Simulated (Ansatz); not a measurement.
C (diamond)

```xyz
4
Lattice="0.0000 3.5716 3.5716 1.7858 0.0000 1.7858 1.7858 1.7858 0.0000" Properties=species:S:1:pos:R:3 pbc="T T T"
C      1.7858     1.7858     1.7858
C      1.7858     3.5716     3.5716
C      2.6787     2.6787     2.6787
C      2.6787     4.4645     4.4645
```

The atoms are displaced by Q × the pattern below (from a DFPT mode at L = (0.5, 0.0, 0.0), largest move 1; Q in Å), at fixed cell. It is one choice among 2 degenerate patterns. (q is in reciprocal vectors of the primitive cell; the cell shown is doubled to hold the pattern.)

```csv
atom,x,y,z
C1,0.285,-0.520,0.805
C2,-0.285,0.520,-0.805
C3,0.285,-0.520,0.805
C4,-0.285,0.520,-0.805
```

Method: PBE (plane waves to 420 eV, PAW, scalar-relativistic; Ansatz, a first-principles code). k mesh 8×16×16 (Γ-centred), Fermi-Dirac smearing 0.05 eV. Energies are smeared free energies. Stress and pressure are positive under compression. C was relaxed with its symmetry unable to fall. ΔE is measured from the undisplaced structure.

```tsv
Q (Å)	ΔE (eV/cell)	−dE/dQ from forces (eV/Å)	P (GPa)
-0.100	0.2643	5.297	-0.36
-0.083	0.1834	4.409	-0.26
-0.067	0.1173	3.523	-0.17
-0.050	0.0659	2.639	-0.10
-0.033	0.0293	1.758	-0.04
-0.017	0.0073	0.879	-0.01
0.000	0.0000	0.000	0.01
0.017	0.0073	-0.879	-0.01
0.033	0.0293	-1.758	-0.04
0.050	0.0659	-2.639	-0.10
0.067	0.1173	-3.523	-0.17
0.083	0.1834	-4.409	-0.26
0.100	0.2643	-5.297	-0.36
```

Summary:

```
Quantity                                                                                                             Result
-----------------------------------------------------------  --------------------------------------------------------------
Energy at Q = 0.100 Å                                                                                        264.3 meV/cell
Space group of the distorted cell                                                           P-1 (No. 2), lowered from Fd-3m
Symmetry of the curve                                                                         even: the same for both signs
Shape of the curve                                           a single well with its minimum at or next to zero displacement
Harmonic wavenumber from the curvature (finite differences)                                                        546 cm⁻¹
Wavenumber by perturbation theory (DFPT, on another k mesh)                                                        546 cm⁻¹
```

(A displaced cell: forces are minus the slopes of the energy, force constants its curvatures, and phonons follow from these.)
